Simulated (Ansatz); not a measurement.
**Calculated with Ansatz: YGa₂, vacancy hop by nudged elastic band**

Launch command:

```bash
ansatz run input.yaml --threads 4 --pin off --max-ram 8192MiB --backend cpu --events-out ev --progress --plain --runs-dir out
```

input.yaml:

```yaml
crystal:
  lattice:
    - [8.34003556, 0.0, 0.0]
    - [-4.17001778, 7.22268438, 0.0]
    - [0.0, 0.0, 8.13039748]
  atoms:
    - { symbol: Ga, position: [0.16724693, 0.33071322, 0.25380065] }
    - { symbol: Ga, position: [0.33728042, 0.17065471, 0.25026525] }
    - { symbol: "Y", position: [0.00054178, -0.00345454, -0.00345607] }
    - { symbol: Ga, position: [0.17184351, 0.33423268, 0.74981685] }
    - { symbol: Ga, position: [0.32891103, 0.16552752, 0.75257798] }
    - { symbol: "Y", position: [-0.00604119, -0.00340031, 0.49703669] }
    - { symbol: Ga, position: [0.16651331, 0.83386758, 0.25374703] }
    - { symbol: Ga, position: [0.33290779, 0.66423944, 0.24992822] }
    - { symbol: "Y", position: [0.00342572, 0.50055956, 0.00180943] }
    - { symbol: Ga, position: [0.16954704, 0.83864077, 0.75079374] }
    - { symbol: Ga, position: [0.33351594, 0.66574277, 0.75065872] }
    - { symbol: "Y", position: [0.00249126, 0.50044476, 0.50072324] }
    - { symbol: Ga, position: [0.66378201, 0.3287478, 0.24800647] }
    - { symbol: Ga, position: [0.83537043, 0.16112275, 0.25425598] }
    - { symbol: "Y", position: [0.49742351, -0.00193581, -0.00432328] }
    - { symbol: Ga, position: [0.6649697, 0.33053887, 0.75026633] }
    - { symbol: Ga, position: [0.83404094, 0.16746421, 0.75236511] }
    - { symbol: "Y", position: [0.49909521, -0.0060708, 0.49767404] }
    - { symbol: Ga, position: [0.66675484, 0.83328381, 0.24618608] }
    - { symbol: Ga, position: [0.8322688, 0.66849324, 0.25238301] }
    - { symbol: Ga, position: [0.66783374, 0.83732297, 0.75103707] }
    - { symbol: Ga, position: [0.83925683, 0.67319259, 0.7517744] }
    - { symbol: "Y", position: [0.49896553, 0.49905538, 0.50267115] }
kpoints:
  mp_grid: { grid: [2, 2, 2] }
magnetization:
  spin_polarized: false
scf:
  occupations: { method: fermi_dirac, width: 0.1 }
hamiltonian:
  pseudopotentials: { kind: paw }
  xc: lda
basis:
  ecutwfc: 420
neb:
  images: 3
  relax_end_points: true
  climbing: true
  f_tol: 0.1
  max_iterations: 40
  order_check: false
  final_atoms:
    - { symbol: Ga, position: [0.16724693, 0.33071322, 0.25380065] }
    - { symbol: Ga, position: [0.33728042, 0.17065471, 0.25026525] }
    - { symbol: "Y", position: [0.00054178, -0.00345454, -0.00345607] }
    - { symbol: Ga, position: [0.17184351, 0.33423268, 0.74981685] }
    - { symbol: Ga, position: [0.32891103, 0.16552752, 0.75257798] }
    - { symbol: "Y", position: [-0.00604119, -0.00340031, 0.49703669] }
    - { symbol: Ga, position: [0.16651331, 0.83386758, 0.25374703] }
    - { symbol: Ga, position: [0.33290779, 0.66423944, 0.24992822] }
    - { symbol: "Y", position: [0.00342572, 0.50055956, 0.00180943] }
    - { symbol: Ga, position: [0.16954704, 0.83864077, 0.75079374] }
    - { symbol: Ga, position: [0.33351594, 0.66574277, 0.75065872] }
    - { symbol: "Y", position: [0.00249126, 0.50044476, 0.50072324] }
    - { symbol: Ga, position: [0.66378201, 0.3287478, 0.24800647] }
    - { symbol: Ga, position: [0.83537043, 0.16112275, 0.25425598] }
    - { symbol: "Y", position: [0.50339825, 0.50086256, -0.00217083] }
    - { symbol: Ga, position: [0.6649697, 0.33053887, 0.75026633] }
    - { symbol: Ga, position: [0.83404094, 0.16746421, 0.75236511] }
    - { symbol: "Y", position: [0.49909521, -0.0060708, 0.49767404] }
    - { symbol: Ga, position: [0.66675484, 0.83328381, 0.24618608] }
    - { symbol: Ga, position: [0.8322688, 0.66849324, 0.25238301] }
    - { symbol: Ga, position: [0.66783374, 0.83732297, 0.75103707] }
    - { symbol: Ga, position: [0.83925683, 0.67319259, 0.7517744] }
    - { symbol: "Y", position: [0.49896553, 0.49905538, 0.50267115] }
```

Origin of the cell: a database entry, scaled a little.

The cell is 2×2×2 cells of YGa2 with one Y taken out; atom 15 (Y) hops into the empty site, 4.17 Å away before the end points are relaxed. All atoms were shaken by about 0.02 Å first.

Output (shortened):

```
Warning: neb: disabling space-group detection — the band's intermediate images generally break the endpoint symmetry, so no spatial operation reduces the k-mesh or symmetrises the density, ex […]
Pseudopotentials: kind: paw
Pseudopotential: Ga, paw, valence charge 13, recommended cutoff 420 eV (normal), Ga.paw.azcp
Pseudopotential: Y, paw, valence charge 11, recommended cutoff 420 eV (normal), Y.paw.azcp
Functional definition: SPW92
  exchange = slater_x
  correlation = pw_c
parallel-image band execution: 3 concurrent image workers
NEB image 0
Crystal: 23 atoms, lattice volume = 489.754 Å³
Basis set: ecut = 420 eV, 9579 PW (Γ)
Bands: 171, of which v1, the nominal top of the filled ones, is band 143 counted from 1 (142 counted from 0)
Symmetry: 1 space group operations
k-points: 8
[… 6 lines left out …]
Initial density: superposition of atomic densities (neutral atoms: chi_scale 0, normalization atom), corrected by the library's trained network
Functional: x = slater, c = lda
SCF iter   1: F=—  HF=-85543.432407 eV  Δρ=5.98e-3  dr2=1.42e-1  defer=10
SCF iter   2: F=—  HF=-85543.398095 eV  Δρ=2.20e-3  dr2=1.23e-2  defer=17
SCF iter   3: F=—  HF=-85543.394419 eV  Δρ=1.61e-3  dr2=7.53e-3  defer=17
SCF iter   4: F=—  HF=-85543.387979 eV  Δρ=4.37e-4  dr2=6.72e-4  defer=17
SCF iter   5: F=—  HF=-85543.387524 eV  Δρ=1.12e-4  dr2=4.38e-5  defer=17
SCF iter   6: F=—  HF=-85543.387057 eV  Δρ=1.64e-5  dr2=2.40e-6  defer=17
SCF iter   7: F=-85543.387056 eV  HF=-85543.387056 eV  Δρ=3.79e-6  dr2=7.20e-8
NEB iter   1: max|band force component| = 3.242e0 eV/Å  barrier→ = 5.0616 eV  barrier← = 5.0625 eV  Δτ_max = 0.2000 Å  (42 SCF iters)
NEB iter   2: max|band force component| = 1.436e0 eV/Å  barrier→ = 3.0493 eV  barrier← = 3.0502 eV  Δτ_max = 0.1716 Å  (24 SCF iters)
NEB iter   3: max|band force component| = 6.422e-1 eV/Å  barrier→ = 2.1638 eV  barrier← = 2.1647 eV  Δτ_max = 0.1755 Å  (24 SCF iters)
NEB iter   4: max|band force component| = 1.740e-1 eV/Å  barrier→ = 1.6598 eV  barrier← = 1.6607 eV  CI = image 2  Δτ_max = 0.1145 Å  (25 SCF iters)
NEB iter   5: max|band force component| = 1.176e-1 eV/Å  barrier→ = 1.5679 eV  barrier← = 1.5688 eV  CI = image 2  Δτ_max = 0.0493 Å  (24 SCF iters)
NEB iter   6: max|band force component| = 5.859e-2 eV/Å  barrier→ = 1.5617 eV  barrier← = 1.5626 eV  CI = image 2  Δτ_max = 0.0000 Å  (21 SCF iters)
--- NEB band (5 images, 6 band iterations, 160 SCF iterations, 61 more in tests of the images' electronic states and relaxations of end points) ---
  forward barrier  = 1.561706 eV
  backward barrier = 1.562615 eV
  lagrangian_above_aufbau_ev (what the smearing adds, to first order; not taken off the barriers): saddle image -0.142355 eV, end points -0.221166 and -0.222015 eV
  climbing image's point = of an order that was not read
  energies are F+E_penalty+E_count in eV, relative to image 0
  image     s (Å)  Δ vs image 0  max|band force component| (eV/Å)
      0    0.0000      0.000000                                 —
      1    1.4351      0.592251                          5.608e-2
  *   2    2.8697      1.561706                          2.411e-2
      3    4.3030      0.593843                          5.859e-2
      4    5.7368     -0.000909                                 —
```

The converged band:

| image | path over all atoms (Å) | ΔF (eV) | Y x | y | z (Å) |
| --- | --- | --- | --- | --- | --- |
| 0 | 0.00 | 0.000 | 4.18 | 0.00 | 0.00 |
| 1 | 1.44 | 0.592 | 3.84 | 0.59 | 0.00 |
| 2 | 2.87 | 1.562 | 3.14 | 1.80 | 0.00 |
| 3 | 4.30 | 0.594 | 2.43 | 3.02 | 0.00 |
| 4 | 5.74 | -0.001 | 2.09 | 3.61 | 0.00 |

Highest image (2), forces in eV/Å:

```xyz
23
Lattice="8.340 0.000 0.000 -4.170 7.223 0.000 0.000 0.000 8.130" Properties=species:S:1:pos:R:3:forces:R:3 pbc="T T T" image=2
Ga    0.095    2.402    1.751   -0.002   -0.010   -0.010
Ga    1.995    1.146    2.678    0.024    0.013    0.005
Y    -0.046   -0.033    0.004   -0.013   -0.008    0.000
Ga    0.090    2.401    6.378   -0.002   -0.010    0.011
Ga    1.996    1.146    5.462    0.024    0.013   -0.004
Y    -0.208   -0.125    4.070    0.001   -0.002    0.000
Ga   -2.034    6.096    1.749   -0.010    0.003   -0.011
Ga    0.008    4.813    2.072    0.006    0.005    0.022
Y    -2.026    3.640    0.004    0.015    0.009    0.000
Ga   -2.041    6.090    6.376   -0.010    0.002    0.010
Ga    0.006    4.813    6.068    0.007    0.005   -0.022
Y    -1.862    3.733    4.067   -0.007   -0.002    0.000
Ga    4.271    2.459    2.679   -0.022   -0.012    0.006
Ga    6.173    1.204    1.755    0.001    0.011   -0.010
Y     3.138    1.805    0.004   -0.005   -0.003    0.001
Ga    4.272    2.460    5.457   -0.022   -0.012   -0.007
Ga    6.168    1.202    6.392    0.002    0.011    0.009
Y     4.276   -0.181    4.069    0.012   -0.019    0.000
Ga    2.091    6.016    2.073   -0.006   -0.004    0.023
Ga    4.137    4.737    1.760    0.011   -0.003   -0.010
Ga    2.089    6.015    6.062   -0.006   -0.004   -0.022
Ga    4.129    4.730    6.393    0.011   -0.003    0.011
Y     1.986    3.784    4.069   -0.007    0.022    0.000
```

Barrier of this path: 1.56 eV forwards, 1.56 eV backwards, after 6 band iterations.

Caveats: no moments, though an odd count or open d shells may carry them; the k mesh is coarse if the cell is a metal; a small cell with a neutral vacancy and no spin, whose shape can make like sites unlike; the cell is held at a rescaled volume, and strain moves barriers; the hop was drawn among near neighbours and need not be the easiest path; few images and a loose tolerance, and neither the top nor the ends were tested for their order.

Time: 8.6 min on 4 threads of Arm Neoverse V1, with other jobs on the host, peak memory 3.1 GiB, from the program's own first density.
